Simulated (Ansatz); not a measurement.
# What DFT gives for Si₂Mo

```yaml
crystal:
  lattice:
    - [4.79138, 0.00000, 0.00000]
    - [-2.39569, 4.14946, 0.00000]
    - [0.00000, 0.00000, 6.67420]
  atoms:
    - { symbol: Mo, position: [0.50000, 0.50000, 0.16670] }
    - { symbol: Mo, position: [0.00000, 0.50000, 0.83337] }
    - { symbol: Mo, position: [0.50000, 0.00000, 0.50003] }
    - { symbol: Si, position: [0.83820, 0.16180, 0.16670] }
    - { symbol: Si, position: [0.67640, 0.83820, 0.83337] }
    - { symbol: Si, position: [0.83820, 0.67640, 0.50003] }
    - { symbol: Si, position: [0.16180, 0.83820, 0.16670] }
    - { symbol: Si, position: [0.32360, 0.16180, 0.83337] }
    - { symbol: Si, position: [0.16180, 0.32360, 0.50003] }
```

Single point in Ansatz 0.2.0 with r2SCAN, no spin polarisation. Cutoff 500 eV, PAW datasets, 8×8×5 Γ-centred k mesh, fermi-dirac filling (width 0.1 eV).

- Stress: The pressure is -17.6 GPa (compression positive), so with the atoms held at these fractions the cell would first shrink. The principal stresses -18.8, -18.8, -15.1 GPa differ, so its shape would change too.
- Formation energy: -0.35 eV an atom against the elements' usual phases (free molecules for gases, crystals otherwise, with no correction for O₂ or N₂), so it is bound against them; other compounds may still compete. Relaxing would lower it.
- Electronic structure: Counting bands on this mesh leaves a gap of 0.24 eV, but it is narrow, so a finer mesh and a narrower smearing would have to settle it.
- Forces: The largest is on Si4 (and as large on other atoms): 0.20 eV/Å, components (-0.17, 0.10, 0.00). It makes 105° with the line to a nearest neighbour, Si5 at 2.60 Å.
- Charges: Bader charges in e: Si -0.16, Mo +0.32. In the mean Mo gives up most and Si takes most, against the order of Pauling's electronegativities.

Origin: a known structure type with other elements, at an estimated volume, so it need not be a known compound. Caveats: the gap is not wide against the smearing; atoms or cell far from equilibrium.
